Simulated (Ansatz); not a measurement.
An Ansatz input:

```yaml
crystal:
  lattice:
    - [-1.7120161027, 1.7118993364, 1.1794583409]
    - [1.7118993364, -1.7120161027, 1.1794583409]
    - [2.809945647, 2.809945647, -1.1796721986]
  atoms:
    - { symbol: Cr, position: [0.9999662114, 3.37886e-05, 0.0], spin: 1.5 }
    - { symbol: Cr, position: [0.7500337886, 0.2499662114, 0.5], spin: 1.5 }
hamiltonian:
  xc: pbesol
  pseudopotentials:
    kind: paw
    azcp:
      Cr: "pseudopotentials/Cr.paw.azcp"
basis:
  ecutwfc: 420
  fft_grid_basis: typed
kpoints:
  mp_grid: { grid: [25, 25, 13], shift: [0, 0, 0] }
magnetization:
  spin_polarized: true
scf:
  occupations: { method: fermi_dirac, width: 0.05 }
output:
  write_density: true
  write_potential: true
  elf: true
  volumetric_format: npy
```

Terminal output

```
Warning: the record states the generating functional pbe (its physics header spells it `PBE`), which answers neither for hamiltonian.xc's functional nor for the pbesol family's — results may be inconsistent (PPs are generated against a specific XC)
Engine: ansatz 0.2.0, aarch64-unknown-linux-gnu
Pseudopotentials: kind: paw
Pseudopotential: Cr, paw, valence charge 14, recommended cutoff 420 eV (normal) 
Functional definition: PBEsol
  exchange = pbesol_x
  correlation = pbesol_c
Crystal: 2 atoms, lattice volume = 22.695 Å³
Basis set: ecut = 420 eV, 435 PW (Γ)
Bands: 20, of which v1, the nominal top of the filled ones, is band 14 counted from 1 (13 counted from 0)
Symmetry: 4 space group operations
Space group: C2/c (ITA 15), of the structure as read, at distance tolerance 2.8e-5 Å
Magnetic group: BNS 15.85 (UNI 92), of the structure as read, at distance tolerance 2.8e-5 Å
k-points: 2119 of 8125
Non-local potential: Cr, projectors of the file, l = 0: 3, l = 1: 2, l = 2: 3, l = 3: 1
PAW form: soft (Blöchl's): semilocal exchange-correlation on the pseudo side does not see the compensation charge
PAW frozen core: Cr, regenerated for the run's functional, and the local potential with it (the file was generated under x = pbe(κ = 0.804, μ = 0.2195149727645171), c = pbe(β = 0.06672455060314922))
PAW one-centre angular grid: Cr, 590 points (default); XC on 64 Gauss nodes
Initial density: superposition of atomic densities (chi_scale 0.1, normalization cell)
Starting moments: Σ|m| = 3 μB on 2 of 2 sites
Initial wavefunctions: pseudopotential atomic-orbital guess
Functional: x = pbesol(κ = 0.804, μ = 0.12345679012345678), c = pbesol(β = 0.046)
SCF iter   1: F=—  HF=-6703.833683 eV  |F-HF|=—  |Δ(HF+E_count)|=         —  Δρ=2.31e-1 (↑2.31e-1 ↓7.15e-2)  dr2=1.10e1  dr2_m=2.95e0  M=0.118 μB ∫|m|=0.118 μB  β_m=0.30  ethr=3.10e-3  ⟨swp⟩=3.5  Hψ=298350  notcnv=0
Mixer restart at iter 1: flushing history
SCF iter   2: F=—  HF=-6699.630319 eV  |F-HF|=—  |Δ(HF+E_count)|=    4.20e0  Δρ=1.42e-1 (↑1.42e-1 ↓5.21e-2)  dr2=3.48e0  dr2_m=1.44e0  M=0.121 μB ∫|m|=0.121 μB  β_m=0.51  ethr=3.10e-3  ⟨swp⟩=2.2  Hψ=192114  notcnv=0  defer=3128
SCF iter   3: F=—  HF=-6697.946498 eV  |F-HF|=—  |Δ(HF+E_count)|=    1.68e0  Δρ=2.48e-2 (↑2.48e-2 ↓2.20e-2)  dr2=5.06e-2  dr2_m=9.14e-2  M=0.061 μB ∫|m|=0.061 μB  β_m=0.66  ethr=3.10e-3  ⟨swp⟩=2.4  Hψ=166667  notcnv=0  defer=3037
SCF iter   4: F=—  HF=-6697.981344 eV  |F-HF|=—  |Δ(HF+E_count)|=   3.48e-2  Δρ=3.29e-3 (↑1.23e-3 ↓3.29e-3)  dr2=3.16e-3  dr2_m=3.89e-4  M=0.006 μB ∫|m|=0.006 μB  β_m=0.83  ethr=1.81e-4  ⟨swp⟩=3.2  Hψ=203950  notcnv=0  defer=1706
SCF iter   5: F=—  HF=-6697.990038 eV  |F-HF|=—  |Δ(HF+E_count)|=   8.69e-3  Δρ=1.28e-3 (↑8.34e-4 ↓1.28e-3)  dr2=6.85e-4  dr2_m=1.30e-5  M=0.001 μB ∫|m|=0.001 μB  β_m=0.88  ethr=1.13e-5  ⟨swp⟩=2.0  Hψ=150053  notcnv=0  defer=1706
SCF iter   6: F=—  HF=-6697.989988 eV  |F-HF|=—  |Δ(HF+E_count)|=   5.07e-5  Δρ=5.15e-4 (↑5.15e-4 ↓5.03e-4)  dr2=1.66e-4  dr2_m=2.58e-8  M=-0.000 μB ∫|m|=0.000 μB  β_m=0.76  ethr=2.44e-6  ⟨swp⟩=2.1  Hψ=159882  notcnv=0  defer=1706
SCF iter   7: F=—  HF=-6697.989941 eV  |F-HF|=—  |Δ(HF+E_count)|=   4.69e-5  Δρ=1.24e-4 (↑1.24e-4 ↓9.83e-5)  dr2=7.66e-6  dr2_m=4.07e-8  M=0.000 μB ∫|m|=0.000 μB  β_m=0.88  ethr=5.94e-7  ⟨swp⟩=2.0  Hψ=107669  notcnv=0  defer=1706
SCF iter   8: F=—  HF=-6697.989938 eV  |F-HF|=—  |Δ(HF+E_count)|=   2.63e-6  Δρ=1.96e-5 (↑1.96e-5 ↓1.34e-5)  dr2=1.72e-7  dr2_m=2.24e-9  M=0.000 μB ∫|m|=0.000 μB  β_m=0.85  ethr=2.73e-8  ⟨swp⟩=2.1  Hψ=109907  notcnv=0  defer=1706
SCF iter   9: F=—  HF=-6697.989938 eV  |F-HF|=—  |Δ(HF+E_count)|=   7.00e-8  Δρ=1.72e-6 (↑1.72e-6 ↓7.42e-7)  dr2=9.16e-10  dr2_m=5.94e-11  M=0.000 μB ∫|m|=0.000 μB  β_m=0.84  ethr=6.14e-10  ⟨swp⟩=2.4  Hψ=121788  notcnv=0  defer=1706
SCF iter  10: F=-6697.989938 eV  HF=-6697.989938 eV  |F-HF|=1.82e-12  |Δ(HF+E_count)|=  4.86e-10  Δρ=1.35e-7 (↑1.33e-7 ↓1.35e-7)  dr2=4.89e-12  dr2_m=9.41e-13  M=-0.000 μB ∫|m|=0.000 μB  ethr=3.27e-12  ⟨swp⟩=2.5  Hψ=274353  notcnv=0
SCF 1 converged in 10 iterations: F = -6697.989938 eV  dr2 = 4.89e-12
the search or the solves at the SCF's close seem to have found levels that the self-consistency loop had missed (the run counts 2). By its estimate they hold under 1e-12 electrons; where the run keeps them, the occupations were computed again with them
WARN: the starting moments were not kept: the SCF closed with an absolute magnetisation of 1.0e-6 μB, where they sum to 3 μB in size (2 sites). That is at most 0.1 of that sum. Measured as dr2_m measures the in/out step, that magnetisation stands 2.6e-13 eV from none, at or under the dr2_threshold of 1.0e-7 eV: it is no larger than a step whose dr2_m would equal this threshold. The system may hold no moment; this SCF shows only that its start led to no more than that. To try another start: raise the starting moments (crystal.atoms[].spin, magnetization.per_species, magnetization.initial_magnetization, or on a non-collinear deck that types none of these the spinor_matrix: blocks that start its atoms; where the total moment is fixed, keep their sum and leave initial_magnetization as it is; typed ones take the place of any that the run laid by itself, positive ones on a crystal's lanthanoids without a Hubbard term where scf.initial_density.shell_occupations: [] is typed) or, if the notice of its spin-set hold's release reads "site moments contracting" or "site moments show no strong build", lengthen the hold (scf.mixing.spin_hold: { on: { confirm: 4 } }; for m-r²SCAN on two components see the key's manual first). Each may lead to a state that holds a moment. A second SCF, from the converged charge density, with the starting moments and any scf.initial_density.shell_occupations laid on it anew, would have followed, and was not run: the deck does not ask for one (magnetization.retry_lost_moments is false, the default). To let it run, set magnetization.retry_lost_moments: true and run the deck again, where that key's refused combinations let it; where memory then withholds it, that run's warning says so.
SCF converged after 10 iterations
Magnetization: -0.0000 μB (14.0000 up, 14.0000 down)
Absolute magnetization: 0.0000 μB (∫|ρ↑−ρ↓|, with the PAW one-centre terms)
Spin contamination: 0.0000 ħ² per cell (⟨S²⟩ above its minimum at these occupations)
Per-site moments (μB) at R_I (Å): [(2.1231019500045866e-7, 0.9730531336267203), (2.1231019478581826e-7, 0.9730531336267203)]
Free energy (F): -6697.989938 eV
Harris-Foulkes:  -6697.989938 eV  (|F-HF|=1.82e-12)
Internal energy: -6697.976545 eV  (E = F + TS)
E sigma→0 (E₀):  -6697.983242 eV
Entropy (-TS):   -0.013393 eV (-6.697 meV/atom)
Fermi energy:    19.530365 eV
--- Per-component energies (eV) ---
  E_band       = -278.344782
  E_kinetic    = 689.215216
  E_local      = -2338.320344  (includes V_loc(G=0)·N_el)
  E_nonlocal   = 161.283592
  E_hartree    = 1022.982204
  E_xc         = -278.919663
  E_vxc        = -357.435105  (∫ρ·V_xc dr)
  E_paw        = -2334.968368  (= ΣΔE_a)
  E_vpaw       = -479.053271  (= ΣTr[D̂ρ^β])
  E_aug_tail   = 0.000708  (compensation charges beyond the density's cutoff)
  E_ewald      = -3619.569889
  E_core_change = 0.319999  (= ΣΔE_core)
  E_smearing   = -0.013393  (= −TS)
  E_closure    = 0.000000  (closes the sum)
  Σ components = -6697.989938   (vs F -6697.989938, Δ=0.00e0)
--- Band table (eV; the first three rows and the last of 4238) ---
  k-point 0 ↑: bands = ["-51.9039", "-51.6380", "-23.7769", "-23.1191", "-22.8276", "-22.7150", "-22.7097", "-22.6357", "11.7523", "15.2400", "17.7359", "17.9525", "18.7585", "19.9799", "20.3098", "20.3191", "21.0308", "21.1477", "21.1847", "22.3699"]
  k-point 1 ↑: bands = ["-51.9001", "-51.6419", "-23.7609", "-23.1157", "-22.8348", "-22.7119", "-22.7090", "-22.6530", "11.8198", "15.2422", "17.7347", "17.9410", "18.7865", "19.9010", "20.3244", "20.3612", "20.8402", "21.1116", "21.2043", "22.3447"]
  k-point 2 ↑: bands = ["-51.8889", "-51.6535", "-23.7140", "-23.1058", "-22.8540", "-22.7067", "-22.7051", "-22.7037", "12.0195", "15.2383", "17.7363", "17.9109", "18.8702", "19.7112", "20.2690", "20.4422", "20.4425", "21.0024", "21.2610", "22.2763"]
  k-point 2118 ↓: bands = ["-51.7066", "-51.7046", "-23.7170", "-23.7129", "-22.8625", "-22.8543", "-22.7735", "-22.7720", "15.2199", "15.2451", "16.9959", "16.9994", "20.1334", "20.1710", "20.9307", "20.9364", "21.8530", "21.8632", "22.2169", "22.3464"]
```
